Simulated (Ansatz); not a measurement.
Given:

SrMoO3:
```xyz
5
Lattice="3.9507 0.0000 0.0000 0.0000 3.9507 0.0000 0.0000 0.0000 3.9507" Properties=species:S:1:pos:R:3 pbc="T T T"
Sr     1.9754     1.9754     1.9754
Mo     0.0000     0.0000     0.0000
O      1.9754     0.0000     0.0000
O      0.0000     1.9754     0.0000
O      0.0000     0.0000     1.9754
```

This is the PBEsol-relaxed structure.

**Question.** All from DFT-PBEsol in the program Ansatz with PAW potentials, unless another level is named. Estimate the Hill bulk and shear moduli.

**Answer.** 201 and 84.1 GPa.

**Question.** And the elastic constants (relaxed ions, GPa)?

**Answer.** C11 = 369, C12 = 117, C44 = 63.7.

**Question.** And the highest zone-centre frequency?

**Answer.** 642 cm⁻¹.

Space group Pm-3m (cubic perovskite). The workflow started from a Materials Project entry (that database holds measured and hypothetical structures alike); the Crystallography Open Database copy checked does not list it. Its standing as an ambient phase is unchecked. Symmetry was held in the PBEsol relaxation; whether a distortion lowers the energy is not shown. The workflow began spin-polarised and lost its moments. No Hubbard U is applied. As this level gives no gap, shear constants depend on the k-mesh and smearing (Fermi–Dirac, 0.1 eV here). As this level gives no gap, phonon frequencies hold no LO–TO term and depend on the k-mesh and smearing (Fermi–Dirac, 0.1 eV here).

Potentials: the later of the program's two PAW sets.
